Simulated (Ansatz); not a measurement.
Given:

Rb2PtF6:
Space group P-3m1 (No. 164); a = b = 5.786 Å, c = 4.584 Å, α = β = 90.00°, γ = 120.00°

```json
[
 {"atom": "Rb", "site": "2d", "symmetry": "3m.", "x": "0.6667", "y": "0.3333", "z": "0.2875"},
 {"atom": "Pt", "site": "1a", "symmetry": "-3m.", "x": "0.0000", "y": "0.0000", "z": "0.0000"},
 {"atom": "F", "site": "6i", "symmetry": ".m.", "x": "0.1624", "y": "0.3249", "z": "0.2262"}
]
```

This is the LDA-relaxed structure.

Question: All from LDA (plane waves, PAW; program Ansatz), unless another level is named. Predict the band gap.

Answer: 2.68 eV (smallest direct gap 2.68 eV).

Question: Predict the weight of the conduction-edge state by species (Voronoi cells).

Answer: Pt 53 %, F 45 %, Rb 2 %.

Question: Next, the valence-band maximum?

Answer: at L.

The workflow started from a Materials Project entry (that database holds measured and hypothetical structures alike); the Crystallography Open Database copy checked does not list it. Its standing as an ambient phase is unchecked. Symmetry was held in the LDA relaxation; phonons on a q-mesh show no instability. The run is not spin-polarised. Spin–orbit coupling is left out wherever it is not named.

Potentials: the later of the program's two PAW sets.
